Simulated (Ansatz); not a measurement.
Consider the following.

Relaxed ZnCu (CsCl type):

```
ZnCu
1.0
    5.81657     0.00000     0.00000
    0.00000     2.90828     0.00000
    0.00000     0.00000     2.90828
Zn Cu
2 2
Cartesian
  0.00000   0.00000   0.00000
  2.90828   0.00000   0.00000
  1.45414   1.45414   1.45414
  4.36242   1.45414   1.45414
```

In this cell atom 3 (Cu, nearest neighbour Zn at 2.519 Å; its periodic images, 2.9 Å or more away, move with it) is moved by s along Cartesian x, unit vector (1.000, 0.000, 0.000); all other atoms and the cell stay fixed.

Level of theory: PBEsol (plane waves to 420 eV, PAW, scalar-relativistic; Ansatz, a quantum-chemistry and plane-wave program). k mesh 7×13×13 (Γ-centred), Fermi-Dirac smearing 0.05 eV. E stands for the smeared free energy. With partly filled bands, energies and forces of such displacements shift with the k mesh and the smearing. ZnCu is run without spin polarisation. ZnCu was relaxed with its symmetry unable to fall. ΔE is measured from the undisplaced structure.

The scan covers s from -0.760 to 0.760 Å in 11 points.

Q: Is the energy the same for equal positive and negative displacements?

A: Even: the same for both signs. With its periodic images moving along, the atom's site symmetry in this cell is 4/mmm.

Q: What force acts on the atom along the line at s = -0.760 Å?

A: 5.82 eV/Å.

Q: What is the force constant k = d²E/ds² of this move at s = 0?

A: 5.63 eV/Å².

(A displaced cell: forces are minus the slopes of the energy, force constants its curvatures, and phonons follow from these.)
